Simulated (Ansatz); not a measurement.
Be (hcp, Mg type)

```yaml
crystal:
  lattice:
    - [2.25712, 0.00000, 0.00000]
    - [-1.12856, 1.95472, 0.00000]
    - [0.00000, 0.00000, 3.55289]
  atoms:
    - { symbol: Be, position: [0.33333, 0.66667, 0.75000] }
    - { symbol: Be, position: [0.66667, 0.33333, 0.25000] }
```

E(V) scan at fixed shape, V₀ the volume above. Symmetry pins the atoms to their sites.

The numbers are results of PBEsol (plane waves to 420 eV, PAW, scalar-relativistic; Ansatz, a first-principles code), not measurements. k mesh 23×23×13 (Γ-centred), Fermi-Dirac smearing 0.05 eV. E stands for the smeared free energy. Stress and pressure are positive under compression. With the shape held, the modulus is that of even scaling; a crystal free to change shape is softer. Be was relaxed with its symmetry unable to fall. ΔE is measured from the relaxed starting cell. The last digit holds for this mesh only.

| V (Å³/atom) | ΔE (meV/atom) |
|---|---|
| 7.054 | withheld |
| 7.250 | 19.1 |
| 7.446 | 8.2 |
| 7.642 | 2.0 |
| 7.838 | 0.0 |
| 8.034 | 1.8 |
| 8.230 | 7.1 |
| 8.426 | 15.4 |
| 8.622 | 26.5 |

Fit a third-order Birch-Murnaghan form (E₀, V₀, B₀, B₀′ free) to the given rows and predict ΔE at V = 7.054.

Least squares on the 8 given rows: ΔE = E₀ + (9V₀B₀/16)·y²·[2 + (B₀′ − 4)y], y = (V₀/V)^(2/3) − 1, with V₀ = 7.839 Å³/atom, B₀ = 124.2 GPa (160.2 GPa = 1 eV/Å³; the term in eV is multiplied by 1000), B₀′ = 3.21, E₀ = 0.01 meV/atom; root-mean-square residual 0.02 meV/atom. At 7.054 the fit gives 35.3 meV/atom; the calculation gives 35.3 meV/atom, the same to the digits shown. For the pressure the fit gives 15.5 GPa against the computed 15.6 GPa.

(Under strain, the slope of the energy per volume gives the stress and its curvature an elastic modulus.)
